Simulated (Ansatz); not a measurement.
**HgH2Br4: reading a single point**

```yaml
crystal:
  lattice:
    - [0.00000, 5.60362, 0.00000]
    - [5.60362, 0.00000, 0.00000]
    - [2.80181, 2.80181, -5.60318]
  atoms:
    - { symbol: Hg, position: [0.00000, 0.00000, 0.00000] }
    - { symbol: H, position: [0.50000, 0.50000, 0.00000] }
    - { symbol: Br, position: [0.37000, 0.39000, 0.74000] }
    - { symbol: Br, position: [0.61000, 0.11000, 0.26000] }
    - { symbol: Br, position: [0.89000, 0.87000, 0.74000] }
    - { symbol: Br, position: [0.13000, 0.63000, 0.26000] }
    - { symbol: H, position: [0.75000, 0.25000, 0.50000] }
```

Level: LDA, no spin polarisation; 420 eV; 5×5×5 Γ-centred mesh; fermi-dirac occupations (width 0.1 eV); Ansatz 0.2.0, fixed geometry.

Task: Which orbitals make up the band edges?

Result: Within 0.7 eV of the edges, the states project mainly on Br p (91 %) below the gap and on H s (48 %) and Br p (38 %) above it.

Task: Is there a gap, and of what kind?

Result: The gap is 0.82 eV, direct at the points sampled.

Task: Which element gives electrons and which takes them?

Result: Bader charges in e: Hg +0.54, H +0.26, Br -0.27. In the mean Hg gives up most and Br takes most.

Task: What do density and ELF say about some of the short contacts?

Result: Hg–Br at 2.46 Å: least valence density 0.58 e/Å³ and ELF 0.31 there. H–Br at 2.46 Å: least valence density 0.16 e/Å³ and ELF 0.42 there. Both are smooth PAW fields, read partly inside the augmentation spheres.

Task: Is the cell too large or too small?

Result: The pressure is -1.2 GPa (compression positive), so with the atoms held at these fractions the cell would first shrink; the forces are large, so a full relaxation may end otherwise.

Origin: a known structure type with other elements, at an estimated volume, so it need not be a known compound. Caveats: no spin-orbit coupling, which can shift this gap by tenths of an eV; atoms or cell far from equilibrium.
